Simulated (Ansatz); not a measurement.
# Cost of a DFT run on Ga23N24

```yaml
crystal:
  lattice:
    - [6.36, 0.0, 0.0]
    - [-4.77, 8.261882352, 0.0]
    - [0.0, 0.0, 10.332]
  atoms:
    - { symbol: Ga, position: [0.1666666666, 0.2222222222, 0.5] }
    - { symbol: Ga, position: [0.1666666666, 0.5555555556, 0.0] }
    - { symbol: Ga, position: [0.1666666666, 0.5555555556, 0.5] }
    - { symbol: Ga, position: [0.1666666666, 0.8888888889, 0.0] }
    - { symbol: Ga, position: [0.1666666666, 0.8888888889, 0.5] }
    - { symbol: Ga, position: [0.6666666666, 0.2222222222, 0.0] }
    - { symbol: Ga, position: [0.6666666666, 0.2222222222, 0.5] }
    - { symbol: Ga, position: [0.6666666666, 0.5555555556, 0.0] }
    - { symbol: Ga, position: [0.6666666666, 0.5555555556, 0.5] }
    - { symbol: Ga, position: [0.6666666666, 0.8888888889, 0.0] }
    - { symbol: Ga, position: [0.6666666666, 0.8888888889, 0.5] }
    - { symbol: Ga, position: [0.3333333334, 0.1111111111, 0.25] }
    - { symbol: Ga, position: [0.3333333334, 0.1111111111, 0.75] }
    - { symbol: Ga, position: [0.3333333334, 0.4444444444, 0.25] }
    - { symbol: Ga, position: [0.3333333334, 0.4444444444, 0.75] }
    - { symbol: Ga, position: [0.3333333334, 0.7777777778, 0.25] }
    - { symbol: Ga, position: [0.3333333334, 0.7777777778, 0.75] }
    - { symbol: Ga, position: [0.8333333334, 0.1111111111, 0.25] }
    - { symbol: Ga, position: [0.8333333334, 0.1111111111, 0.75] }
    - { symbol: Ga, position: [0.8333333334, 0.4444444444, 0.25] }
    - { symbol: Ga, position: [0.8333333334, 0.4444444444, 0.75] }
    - { symbol: Ga, position: [0.8333333334, 0.7777777778, 0.25] }
    - { symbol: Ga, position: [0.8333333334, 0.7777777778, 0.75] }
    - { symbol: "N", position: [0.1666666666, 0.2222222222, 0.1875] }
    - { symbol: "N", position: [0.1666666666, 0.2222222222, 0.6875] }
    - { symbol: "N", position: [0.1666666666, 0.5555555556, 0.1875] }
    - { symbol: "N", position: [0.1666666666, 0.5555555556, 0.6875] }
    - { symbol: "N", position: [0.1666666666, 0.8888888889, 0.1875] }
    - { symbol: "N", position: [0.1666666666, 0.8888888889, 0.6875] }
    - { symbol: "N", position: [0.6666666666, 0.2222222222, 0.1875] }
    - { symbol: "N", position: [0.6666666666, 0.2222222222, 0.6875] }
    - { symbol: "N", position: [0.6666666666, 0.5555555556, 0.1875] }
    - { symbol: "N", position: [0.6666666666, 0.5555555556, 0.6875] }
    - { symbol: "N", position: [0.6666666666, 0.8888888889, 0.1875] }
    - { symbol: "N", position: [0.6666666666, 0.8888888889, 0.6875] }
    - { symbol: "N", position: [0.3333333334, 0.1111111111, 0.4375] }
    - { symbol: "N", position: [0.3333333334, 0.1111111111, 0.9375] }
    - { symbol: "N", position: [0.3333333334, 0.4444444444, 0.4375] }
    - { symbol: "N", position: [0.3333333334, 0.4444444444, 0.9375] }
    - { symbol: "N", position: [0.3333333334, 0.7777777778, 0.4375] }
    - { symbol: "N", position: [0.3333333334, 0.7777777778, 0.9375] }
    - { symbol: "N", position: [0.8333333334, 0.1111111111, 0.4375] }
    - { symbol: "N", position: [0.8333333334, 0.1111111111, 0.9375] }
    - { symbol: "N", position: [0.8333333334, 0.4444444444, 0.4375] }
    - { symbol: "N", position: [0.8333333334, 0.4444444444, 0.9375] }
    - { symbol: "N", position: [0.8333333334, 0.7777777778, 0.4375] }
    - { symbol: "N", position: [0.8333333334, 0.7777777778, 0.9375] }
total_charge: -3
kpoints:
  mp_grid: { grid: [4, 3, 2] }
scf:
  occupations: { method: fermi_dirac, width: 0.01 }
hamiltonian:
  xc: pbe
  pseudopotentials: { kind: paw }
output:
  forces: true
  stress: true
  populations: true
  efg:
    quadrupole_moments_barn: { Ga: 0.107, "N": 0.02044 }
    contact_densities: true
  write_density: true
  write_potential: true
  elf: true
  volumetric_format: npy
relax:
  f_tol: 0.03
  max_steps: 40
```

```sh
ansatz run input.yaml --threads 4 --pin off --max-ram 8192MiB --backend cpu --events-out ev --progress --plain --runs-dir out
```

It runs on 4 threads of INTEL XEON PLATINUM 8581C CPU @ 2.30GHz (Emerald Rapids) (x86_64; 8 cores open to the job, memory cap 8.0 GiB, no GPU), a shared host with a load of 0.2 a core.

Q: Estimate the wall time and the peak memory.

A: About 3.7 min of wall time (15 min of CPU time) and 4.1 GiB. The run holds 422 valence electrons in 258 bands, about 10583 plane waves a k-point and 14 irreducible k-points, and took 38 SCF iterations, over 6 ionic steps. Times on a shared host vary by tens of per cent.
